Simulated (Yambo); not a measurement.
```xyz
2
Lattice="0.0000 2.5657 2.5657 2.5657 0.0000 2.5657 2.5657 2.5657 0.0000" Properties=species:S:1:pos:R:3 pbc="T T T"
Mg     0.0000     0.0000     0.0000
S      2.5657     2.5657     2.5657
```

MgS (rock salt, space group Fm-3m, No. 225): mean Im ε in 1 eV windows above the direct gap of 5.64 eV, for different electron-hole kernels (Yambo, broadening 0.15 eV, LDA (Quantum ESPRESSO, PseudoDojo norm-conserving, 84 Ry, without SOC) bands; 10×10×10 mesh, 3 valence and 4 conduction bands, static screening with 19 bands and a 4 Ry block, scissor 1.82 eV, Tamm-Dancoff; field along x).

```
window (eV)  independent quasiparticles  BSE
-----------  --------------------------  ---
5.6 to 6.6                          1.9   15
6.6 to 7.6                          9.5   12
7.6 to 8.6                           14  5.9
8.6 to 9.6                          9.8  5.7
9.6 to 10.6                         7.2  4.3
```

This run doesn't resolve bound excitons or single peaks, so only averages are given, and they too depend on the mesh; weight that the attraction moves below the gap isn't listed. All transitions below 10.66 eV are in the band window. The scissor comes from a G0W0 run whose convergence isn't established.

Geometry relaxed with LDA.
